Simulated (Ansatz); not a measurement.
## Property card for FeH4Cl2O2

FeH₄Cl₂O₂:
```yaml
crystal:
  lattice:
    - [3.60548, 4.19768, 0.00000]
    - [-3.60548, 4.19768, 0.00000]
    - [-0.52275, 0.00000, 3.60049]
  atoms:
    - { symbol: Fe, position: [0.00000, 0.00000, 0.00000] }
    - { symbol: H, position: [0.22660, 0.39631, 0.83750] }
    - { symbol: H, position: [0.77340, 0.60369, 0.16250] }
    - { symbol: H, position: [0.39631, 0.22660, 0.16250] }
    - { symbol: H, position: [0.60369, 0.77340, 0.83750] }
    - { symbol: Cl, position: [0.24076, 0.75924, 0.55556] }
    - { symbol: Cl, position: [0.75924, 0.24076, 0.44444] }
    - { symbol: O, position: [0.75706, 0.75706, 0.00000] }
    - { symbol: O, position: [0.24294, 0.24294, 0.00000] }
```
The run is spin-polarised; directions of the spins, atom by atom: ↑ 0 0 0 0 0 0 0 0.

Space group C2/m (No. 12); conventional cell a = 7.211 Å, b = 8.395 Å, c = 3.638 Å, α = γ = 90.00°, β = 98.26°.

Method: r²SCAN+D4 (plane waves, PAW; program Ansatz). Geometry: relaxed at this level of theory. Other levels are named where they apply.

### Cell and energy

```yaml
volume_per_atom: 12.11 Å³
density: 2.48 g/cm³
Formation energy from the elements (no fitted shifts): -1.06 eV/atom
```

### Electronic structure

```yaml
band_gap: 0.94 eV (smallest direct gap 0.94 eV)
valence_band_maximum: on the A–I2 line, 99 % of the way from A (k = 0.490, -0.500, -0.500 in fractions of the reciprocal vectors)
conduction_band_minimum: at M2 (k = 0.500, 0.500, 0.500 in fractions of the reciprocal vectors)
electron_effective_mass: 2.2, 2.8, 8.8 mₑ (principal values)
```

### Magnetism

```yaml
magnetic_order: ferromagnetic
net_moment: 0.44 μB per atom
```

### Mechanics

```yaml
Bulk modulus (Birch–Murnaghan fit): 232 kbar
Pressure derivative B′: 8.1
```

### Charges

```yaml
bader_charges: Fe +1.42, H +0.63, Cl -0.71, O -1.25 e
```

The first step of the workflow began from a Materials Project structure, measured or hypothetical; the Crystallography Open Database files this formula in space group No. 12, but the cells were not matched. Whether it is the stable phase at ambient conditions was not checked. The cell was relaxed with r²SCAN+D4 under the symmetry of its start; its stability against distortions is not shown here. Magnetic state: ferromagnetic, the only order run, not a proven ground state. The cell computed holds one magnetic atom, so no antiferromagnetic order was within reach. Other orbital occupations within this spin state were not tried. No Hubbard U is applied. The references are the lowest solids computed at this level, not always the standard phases (solids in place of the gases).

Potentials: the later of the program's two PAW sets.
